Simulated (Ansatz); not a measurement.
One input, then a changed one: AlRu (CsCl type)

First run: DFT, PBE, all-electron LAPW, scalar-relativistic (Ansatz 0.2.0).

Command: `ansatz run input.yaml --threads 1 --pin off --max-ram 3584MiB --backend cpu --events-out ev --progress --plain --runs-dir out` It took 33 s on 1 thread of Intel(R) Xeon(R) 6975P-C (Granite Rapids), with other jobs on the host, peak memory 0.77 GiB.

```yaml
crystal:
  lattice:
    - [0.0, 0.0, 3.0043569641]
    - [3.0043569641, -3.0043569641, 0.0]
    - [3.0043569641, 3.0043569641, 0.0]
  atoms:
    - { symbol: Ru, position: [0.0, 0.0, 0.0] }
    - { symbol: Ru, position: [0.0, 0.5, 0.5] }
    - { symbol: Al, position: [0.5, 0.5, 0.0] }
    - { symbol: Al, position: [0.5, 0.0, 0.5] }
kpoints:
  mp_grid: { grid: [12, 9, 9] }
scf:
  occupations: { method: fermi_dirac, width: 0.1 }
hamiltonian:
  xc: pbe
  pseudopotentials: { kind: all_electron, lapw: { basis_error: 0.001 } }
output:
  forces: true
  stress: true
  eigenvalues: true
```

The cell comes from a relaxation on PAW files under the same functional, begun from a prototype that needn't be the stable phase.

This run: bulk in the slab's orientation.

It converges in 10 SCF iterations at a pressure of -0.02 GPa.

The input is then changed:

```diff
 scf:
-  occupations: { method: fermi_dirac, width: 0.1 }
+  occupations: { method: tetrahedron }
+  mixing: { algorithm: broyden, beta: 0.2, ndim: 4 }
 hamiltonian:
```

**Question.** What does the second run give?

**Answer.** It converges in 13 SCF iterations, free energy +13.3 meV/atom against the first run's. More than one line changes, and not each need have an effect. Results part of its log:
```
Warning: output.forces, output.stress, relax.cell or npt_langevin: where a Kohn–Sham band that disperses or a degenerate level is filled in part under the method tetrahedron, the forces or the stress that this run publishes need not agree with its energy (scf.occupations.method in the input reference, under Limitations); prefer a smearing scheme for the forces or the stress
SCF 1 converged in 13 iterations: F = -259807.973251 eV  dr2 = 7.59e-8
SCF converged after 13 iterations
Stability not checked: this state was not tested for a lower state beside it, because cold or Methfessel-Paxton smearing, or corrected tetrahedra, fill the levels in a way that the test cannot read (fill_not_monotonic; see scf.lower_state_search)
Free energy (F): -259807.973251 eV
Harris-Foulkes:  -259807.973251 eV  (|F-HF|=1.09e-8)
Internal energy: -259807.973074 eV  (E = F + TS)
E sigma→0 (E₀):  -259807.973251 eV
Entropy (-TS):   -0.000177 eV (-0.044 meV/atom)
[... lines left out ...]
       -0.296778       0.000000       0.000000
        0.000000      -0.296778       0.000000
        0.000000       0.000000      -0.089416
  P = ⅓ Tr σ = -0.2277 GPa (-2.277 kbar)
--- Band table (eV; the first three rows and the last of 105) ---
  k-point 0: bands = ["-250.4265", "-250.4265", "-250.4264", "-250.4264", "-250.3911", "-250.3911", "-250.3911", "-250.3911", "-250.3911", "-250.3911", "-84.0163", "-84.0154", "-53.6618", "-53.6326", "-45.4818", "-45.4818", "-45.4756", "-45.4756", "-45.4756", "-45.4745", "-23.7872", "-23.7872", "-23.6132", "-23.6132", "-23.6104", "-23.5765", "8.5352", "12.1580", "14.6307", "14.6339", "15.1250", "16.7703", "16.7703", "16.9875", "16.9875", "18.3025", "18.3047", "18.3047", "19.6334", "23.3638", "24.1400", "24.1409", "24.1409", "24.2329", "28.6002"]
  k-point 1: bands = ["-250.4265", "-250.4265", "-250.4264", "-250.4264", "-250.3911", "-250.3911", "-250.3911", "-250.3911", "-250.3911", "-250.3911", "-84.0163", "-84.0155", "-53.6609", "-53.6335", "-45.4816", "-45.4816", "-45.4758", "-45.4758", "-45.4756", "-45.4745", "-23.7826", "-23.7820", "-23.6191", "-23.6185", "-23.6094", "-23.5775", "8.6522", "12.1866", "14.6730", "14.6745", "14.9005", "16.6552", "16.7398", "16.9999", "17.0237", "18.1509", "18.2148", "18.2609", "19.7700", "23.5120", "23.9086", "23.9943", "24.3782", "24.4312", "28.7120"]
  k-point 2: bands = ["-250.4265", "-250.4265", "-250.4264", "-250.4264", "-250.3911", "-250.3911", "-250.3911", "-250.3911", "-250.3911", "-250.3911", "-84.0162", "-84.0155", "-53.6584", "-53.6361", "-45.4811", "-45.4809", "-45.4763", "-45.4762", "-45.4755", "-45.4746", "-23.7691", "-23.7670", "-23.6358", "-23.6338", "-23.6065", "-23.5805", "8.9968", "12.1632", "14.4711", "14.7807", "14.7989", "16.3654", "16.6521", "17.0419", "17.1289", "17.7232", "17.9902", "18.1364", "20.1318", "23.3428", "23.5948", "23.7060", "25.0405", "25.2211", "28.6846"]
  k-point 104: bands = ["-250.4265", "-250.4265", "-250.4264", "-250.4264", "-250.3911", "-250.3911", "-250.3911", "-250.3911", "-250.3911", "-250.3911", "-84.0155", "-84.0154", "-53.6331", "-53.6322", "-45.4818", "-45.4818", "-45.4818", "-45.4816", "-45.4746", "-45.4745", "-23.7866", "-23.7851", "-23.7837", "-23.7815", "-23.5850", "-23.5798", "12.1783", "12.1931", "15.0003", "15.2077", "16.2408", "16.2439", "16.7152", "16.7510", "16.9738", "17.0238", "17.5487", "17.5519", "19.6384", "19.7025", "23.3621", "23.4677", "24.1542", "24.3113", "28.3477"]
```
